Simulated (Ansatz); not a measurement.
**Li4SiN: from a guess to a relaxed structure**

These are results of DFT PBE, scalar-relativistic, plane waves, PAW (Ansatz 0.2.0), not measurements. Cutoff 420 eV, Gaussian smearing, Γ-centred meshes. Cell and atoms relax first on a coarse mesh and then on a finer one. In between, the cell is made exact in the group found at 0.06 Å. In metals the finer mesh still leaves noise of several meV/atom or more. The steps can't lower the symmetry of their start. No spin polarisation in the relaxation; trial moments died out in a coarse test.

The guess for Li4SiN was made by a generator: random cell by space group and Wyckoff sites (P-6m2, No. 187). The dimensions are guesses.

```
Li Si N
1.0
     4.19586    0.00000    0.00000
    -2.09793    3.63372    0.00000
     0.00000    0.00000    4.98541
Li Si N
4 1 1
Direct
  0.17437 0.82563 0.00000
  0.17437 0.34874 0.00000
  0.65126 0.82563 0.00000
  0.00000 0.00000 0.50000
  0.33333 0.66667 0.50000
  0.66667 0.33333 0.00000
```

Formation energies are uncorrected and refer to the elements' standard structures at the same level (N₂ as a molecule).

Task: Which structure results?

Result: The symmetry stays P-6m2 (No. 187). The volume per atom grows by 10.8 %, from 12.7 to 14.0 Å³. The shortest distance goes from 2.00 Å (Li–Li) to 2.16 Å (Li–Li). Conventional cell: a = 4.469 Å, c = 4.871 Å. Around Li on a site of symmetry mm2 lie 2 Li at 2.16 Å, 2 N at 2.23 Å, 2 Li at 2.31 Å, 2 Si at 2.74 Å and 2 Li at 2.78 Å; Li on a site of symmetry -6m2 has 3 Si at 2.58 Å and 6 Li at 2.78 Å; Si is surrounded by 3 Li at 2.58 Å and 6 Li at 2.74 Å; N has 6 Li at 2.23 Å.

```
Li Si N
1.0
     4.46907    0.00000    0.00000
    -2.23454    3.87033    0.00000
     0.00000    0.00000    4.87125
Li Si N
4 1 1
Direct
  0.17219 0.82781 0.00000
  0.17219 0.34439 0.00000
  0.65561 0.82781 0.00000
  0.00000 0.00000 0.50000
  0.33333 0.66667 0.50000
  0.66667 0.33333 0.00000
```

Task: Give its energy and gap.

Result:

* Energy over the elements: +0.57 eV/atom
* Gap on the 12×12×8 mesh of the 6-atom cell: 0 eV (a metal)

It can't be a ground state, since the elements alone are lower.

The last run used Gaussian smearing of 0.10 eV. Symmetry constrained the relaxation, so the result can be a saddle point. In all, the 3 runs took 38 s on 1 thread of Intel(R) Xeon(R) 6975P-C (Granite Rapids), with other jobs on the host. Another cell of Li4SiN relaxed alike, in P4/mmm, lies 0.72 eV/atom lower, so this cell isn't the stable form at this level.
